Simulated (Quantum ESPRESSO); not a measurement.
Sn5ReAlTi, finding a planted mistake in a log

A calculation, not a measurement. The program is pw.x of Quantum ESPRESSO 7.5 (plane-wave density functional theory). The cell is made up: eight metal atoms on a face-centred cubic lattice, with elements, volume, strain and displacements drawn at random and not relaxed, so it may be unstable or far from any real phase. PseudoDojo standard norm-conserving files set the functional (PBE unless stated); there is no spin polarisation or spin-orbit coupling, the Fermi-Dirac width of 0.25 eV means electrons at about 2900 K, and the masses in the input are unused placeholders. The tin pseudopotential is less sure than most, with forces differing by about three percent from a second method on plain tin. Heavy elements are run without spin-orbit coupling, which real alloys of them have. A spin test at this wide smearing found no moment, but such smearing suppresses magnetism that the real alloy may have.

Intended input:

```
&control calculation='scf', pseudo_dir='./dojo.nc.sr.pbe.v0_5.standard.upf', outdir='./o', disk_io='medium', tprnfor=.true., tstress=.true. /
&system ibrav=0, nat=8, ntyp=4, nbnd=62, ecutwfc=84.00895049, nosym=.true., tot_charge=0,
 occupations='smearing', smearing='fd', degauss=0.0183746611
/
&electrons conv_thr=1.470e-08, electron_maxstep=70, mixing_beta=0.5 /
ATOMIC_SPECIES
Al 1.0 Al.upf
Re 1.0 Re.upf
Sn 1.0 Sn.upf
Ti 1.0 Ti.upf
CELL_PARAMETERS angstrom
2.2305 4.4609 2.2305
2.2305 -4.4609 2.2305
2.2305 0.0 -6.6914
ATOMIC_POSITIONS angstrom
Sn -0.073 0.0719 0.0656
Sn 2.293 -2.2251 0.0472
Sn 2.3058 -0.0734 -2.2068
Re 4.4928 -2.2591 -2.2198
Al 2.0833 0.0629 2.1342
Ti 2.3132 2.1962 -0.0447
Sn 4.5383 -0.1059 0.0956
Sn 4.3434 2.2986 -2.2522
K_POINTS automatic
5 5 4 1 1 1
```

The log is shortened where brackets say so; the opening notice, blank lines, dates and the lines on written files are dropped, and the path of the files is cut. It prints rydbergs, bohrs and kilobars, and counts compression as positive stress. Its total energy is the free energy E - TS of the whole cell.

Log of the intended run:

```
     Program PWSCF v.7.5
     Parallel version (MPI & OpenMP), running on       1 processor cores
     Number of MPI processes:                 1
     Threads/MPI process:                     1
     [start-up lines left out]
     bravais-lattice index     =            0
     lattice parameter (alat)  =      10.3245  a.u.
     unit-cell volume          =    1198.1430 (a.u.)^3
     number of atoms/cell      =            8
     number of atomic types    =            4
     number of electrons       =       100.00
     number of Kohn-Sham states=           62
     kinetic-energy cutoff     =      84.0090  Ry
     charge density cutoff     =     336.0358  Ry
     scf convergence threshold =      1.5E-08
     mixing beta               =       0.5000
     number of iterations used =            8  plain     mixing
     Exchange-correlation= PBE
                           (   1   4   3   4   0   0   0)
     [axes and pseudopotential details left out]
   Cartesian axes
     site n.     atom                  positions (alat units)
         1        Sn     tau(   1) = (  -0.0133614   0.0131600   0.0120069  )
         2        Sn     tau(   2) = (   0.4196939  -0.4072660   0.0086391  )
         3        Sn     tau(   3) = (   0.4220368  -0.0134346  -0.4039165  )
         4        Re     tau(   4) = (   0.8223292  -0.4134891  -0.4062959  )
         5        Al     tau(   5) = (   0.3813120   0.0115128   0.3906283  )
         6        Ti     tau(   6) = (   0.4233912   0.4019764  -0.0081816  )
         7        Sn     tau(   7) = (   0.8306572  -0.0193832   0.0174979  )
         8        Sn     tau(   8) = (   0.7949841   0.4207189  -0.4122262  )
     number of k points=    50  Fermi-Dirac smearing, width (Ry)=  0.0184
                       cart. coord. in units 2pi/alat
        k(    1) = (   0.2602546   0.0000000  -0.0153093), wk =   0.0400000
        k(    2) = (   0.4133471   0.0000000  -0.1684018), wk =   0.0400000
     [further k points left out]
     Dense  grid:   124615 G-vectors     FFT dimensions: (  64,  64,  80)
     Estimated max dynamical RAM per process >     211.96 MB
     Initial potential from superposition of free atoms
     starting charge      99.9879, renormalised to     100.0000
     Starting wfcs are   69 randomized atomic wfcs
     total cpu time spent up to now is       46.8 secs
     per-process dynamical memory:   110.9 Mb
     Self-consistent Calculation
     iteration #  1     ecut=    84.01 Ry     beta= 0.50
     Davidson diagonalization with overlap
     ethr =  1.00E-02,  avg # of iterations =  3.1
     Threshold (ethr) on eigenvalues was too large:
     Diagonalizing with lowered threshold
     Davidson diagonalization with overlap
     ethr =  3.54E-04,  avg # of iterations =  4.0
     total cpu time spent up to now is      279.1 secs
     total energy              =   -1084.65057684 Ry
     estimated scf accuracy    <       0.33985553 Ry
     iteration #  2     ecut=    84.01 Ry     beta= 0.50
     Davidson diagonalization with overlap
     ethr =  3.40E-04,  avg # of iterations =  4.9
     total cpu time spent up to now is      414.4 secs
     total energy              =   -1084.48796382 Ry
     estimated scf accuracy    <       3.67182559 Ry
     [iterations 3 to 10 left out]
     iteration # 11     ecut=    84.01 Ry     beta= 0.50
     Davidson diagonalization with overlap
     ethr =  2.07E-10,  avg # of iterations =  4.2
     total cpu time spent up to now is     1421.9 secs
     total energy              =   -1084.81945730 Ry
     estimated scf accuracy    <       0.00000004 Ry
     iteration # 12     ecut=    84.01 Ry     beta= 0.50
     Davidson diagonalization with overlap
     ethr =  4.45E-11,  avg # of iterations =  2.1
     total cpu time spent up to now is     1542.0 secs
     End of self-consistent calculation
     [lines on levels left out]
!    total energy              =   -1084.81945730 Ry
     estimated scf accuracy    <          9.8E-09 Ry
     smearing contrib. (-TS)   =      -0.10706350 Ry
     internal energy E=F+TS    =   -1084.71239380 Ry
     The total energy is F=E-TS. E is the sum of the following terms:
     one-electron contribution =    -342.74827286 Ry
     hartree contribution      =     233.80241783 Ry
     xc contribution           =    -274.65546293 Ry
     ewald contribution        =    -701.11107584 Ry
     convergence has been achieved in  12 iterations
     Forces acting on atoms (cartesian axes, Ry/au):
     atom    1 type  3   force =    -0.00570960   -0.00237257   -0.01459194
     atom    2 type  3   force =    -0.00426711   -0.00647034   -0.00778428
     atom    3 type  3   force =     0.01840902    0.00801965   -0.00353847
     atom    4 type  2   force =     0.01679186   -0.00312281   -0.01148901
     atom    5 type  1   force =     0.00025367    0.00401565    0.01785162
     atom    6 type  4   force =    -0.01651422   -0.00240007    0.02792650
     atom    7 type  3   force =    -0.02959276    0.03713546   -0.00157471
     atom    8 type  3   force =     0.02062914   -0.03480497   -0.00679972
     Total force =     0.080901     Total SCF correction =     0.000311
     Computing stress (Cartesian axis) and pressure
          total   stress  (Ry/bohr**3)                   (kbar)     P=      -18.49
  -0.00012605  -0.00004185  -0.00002086          -18.54       -6.16       -3.07
  -0.00004185  -0.00015341  -0.00004046           -6.16      -22.57       -5.95
  -0.00002086  -0.00004046  -0.00009757           -3.07       -5.95      -14.35
     init_run     :     43.21s CPU     46.63s WALL (       1 calls)
     electrons    :   1455.67s CPU   1495.33s WALL (       1 calls)
     forces       :     10.47s CPU     10.58s WALL (       1 calls)
     stress       :     41.26s CPU     41.51s WALL (       1 calls)
     [timing details left out]
     PWSCF        :  25m51.10s CPU  26m36.75s WALL
     JOB DONE.
```

A second run was made from an input with one planted mistake. Its log:

```
     Program PWSCF v.7.5
     Parallel version (MPI & OpenMP), running on       1 processor cores
     Number of MPI processes:                 1
     Threads/MPI process:                     1
     [start-up lines left out]
     bravais-lattice index     =            0
     lattice parameter (alat)  =      10.3245  a.u.
     unit-cell volume          =    1198.1430 (a.u.)^3
     number of atoms/cell      =            8
     number of atomic types    =            4
     number of electrons       =       100.00
     number of Kohn-Sham states=           62
     kinetic-energy cutoff     =      84.0090  Ry
     charge density cutoff     =     336.0358  Ry
     scf convergence threshold =      1.5E-08
     mixing beta               =       0.5000
     number of iterations used =            8  plain     mixing
     Exchange-correlation= PBE
                           (   1   4   3   4   0   0   0)
     [axes and pseudopotential details left out]
   Cartesian axes
     site n.     atom                  positions (alat units)
         1        Al     tau(   1) = (  -0.0133614   0.0131600   0.0120069  )
         2        Sn     tau(   2) = (   0.4196939  -0.4072660   0.0086391  )
         3        Sn     tau(   3) = (   0.4220368  -0.0134346  -0.4039165  )
         4        Re     tau(   4) = (   0.8223292  -0.4134891  -0.4062959  )
         5        Sn     tau(   5) = (   0.3813120   0.0115128   0.3906283  )
         6        Ti     tau(   6) = (   0.4233912   0.4019764  -0.0081816  )
         7        Sn     tau(   7) = (   0.8306572  -0.0193832   0.0174979  )
         8        Sn     tau(   8) = (   0.7949841   0.4207189  -0.4122262  )
     number of k points=    50  Fermi-Dirac smearing, width (Ry)=  0.0184
                       cart. coord. in units 2pi/alat
        k(    1) = (   0.2602546   0.0000000  -0.0153093), wk =   0.0400000
        k(    2) = (   0.4133471   0.0000000  -0.1684018), wk =   0.0400000
     [further k points left out]
     Dense  grid:   124615 G-vectors     FFT dimensions: (  64,  64,  80)
     Estimated max dynamical RAM per process >     211.96 MB
     Initial potential from superposition of free atoms
     starting charge      99.9879, renormalised to     100.0000
     Starting wfcs are   69 randomized atomic wfcs
     total cpu time spent up to now is       42.7 secs
     per-process dynamical memory:   121.8 Mb
     Self-consistent Calculation
     iteration #  1     ecut=    84.01 Ry     beta= 0.50
     Davidson diagonalization with overlap
     ethr =  1.00E-02,  avg # of iterations =  3.1
     Threshold (ethr) on eigenvalues was too large:
     Diagonalizing with lowered threshold
     Davidson diagonalization with overlap
     ethr =  3.56E-04,  avg # of iterations =  4.0
     total cpu time spent up to now is      294.0 secs
     total energy              =   -1084.64582514 Ry
     estimated scf accuracy    <       0.34126201 Ry
     iteration #  2     ecut=    84.01 Ry     beta= 0.50
     Davidson diagonalization with overlap
     ethr =  3.41E-04,  avg # of iterations =  5.1
     total cpu time spent up to now is      406.8 secs
     total energy              =   -1084.48106656 Ry
     estimated scf accuracy    <       3.74371652 Ry
     [iterations 3 to 10 left out]
     iteration # 11     ecut=    84.01 Ry     beta= 0.50
     Davidson diagonalization with overlap
     ethr =  2.46E-10,  avg # of iterations =  3.9
     total cpu time spent up to now is     1472.6 secs
     total energy              =   -1084.81638665 Ry
     estimated scf accuracy    <       0.00000005 Ry
     iteration # 12     ecut=    84.01 Ry     beta= 0.50
     Davidson diagonalization with overlap
     ethr =  4.89E-11,  avg # of iterations =  2.1
     total cpu time spent up to now is     1573.5 secs
     End of self-consistent calculation
     [lines on levels left out]
!    total energy              =   -1084.81638665 Ry
     estimated scf accuracy    <          8.6E-09 Ry
     smearing contrib. (-TS)   =      -0.10718895 Ry
     internal energy E=F+TS    =   -1084.70919771 Ry
     The total energy is F=E-TS. E is the sum of the following terms:
     one-electron contribution =    -343.88318418 Ry
     hartree contribution      =     234.36786358 Ry
     xc contribution           =    -274.65841648 Ry
     ewald contribution        =    -700.53546061 Ry
     convergence has been achieved in  12 iterations
     Forces acting on atoms (cartesian axes, Ry/au):
     atom    1 type  1   force =    -0.01347274    0.00021900   -0.00278420
     atom    2 type  3   force =    -0.00318470   -0.01490722   -0.00726217
     atom    3 type  3   force =    -0.00278357    0.00786903    0.01882433
     atom    4 type  2   force =     0.01198570    0.00310557   -0.01565587
     atom    5 type  3   force =     0.01102101   -0.00009226    0.01701097
     atom    6 type  4   force =    -0.01792203    0.00031385    0.02498428
     atom    7 type  3   force =    -0.00495423    0.03692513   -0.02599013
     atom    8 type  3   force =     0.01931055   -0.03343309   -0.00912721
     Total force =     0.079314     Total SCF correction =     0.000295
     Computing stress (Cartesian axis) and pressure
          total   stress  (Ry/bohr**3)                   (kbar)     P=      -17.30
  -0.00009699  -0.00001968  -0.00002963          -14.27       -2.89       -4.36
  -0.00001968  -0.00014667   0.00003983           -2.89      -21.58        5.86
  -0.00002963   0.00003983  -0.00010914           -4.36        5.86      -16.05
     init_run     :     39.94s CPU     42.55s WALL (       1 calls)
     electrons    :   1473.33s CPU   1530.86s WALL (       1 calls)
     forces       :     12.68s CPU     12.85s WALL (       1 calls)
     stress       :     43.57s CPU     43.89s WALL (       1 calls)
     [timing details left out]
     PWSCF        :  26m 9.87s CPU  27m10.92s WALL
     JOB DONE.
```

Question: the log repeats what the program read. Compare it with the intended run: what was wrong in the second input?

Answer: two atoms have their elements exchanged. The input lines that differ:

```
- Sn -0.073 0.0719 0.0656
+ Al -0.073 0.0719 0.0656
- Al 2.0833 0.0629 2.1342
+ Sn 2.0833 0.0629 2.1342
```

```
                                            intended run  run with the mistake
                          free energy (eV)    -14759.721            -14759.679
         entropy term -TS, part of it (eV)        -1.457                -1.458
                            pressure (GPa)         -1.85                 -1.73
size of the largest force component (eV/Å)         0.955                 0.949
largest change of a force component (eV/Å)                               0.633
                                iterations            12                    12
```

For scale, a rerun of the intended cell at a higher cutoff and on a denser mesh moved values by no more than 0.004 eV in energy, 0.07 GPa in stress and 0.009 eV/Å in force, and a second program with other atomic files agreed on that cell to 2 % rms in force and 0.5 GPa in pressure.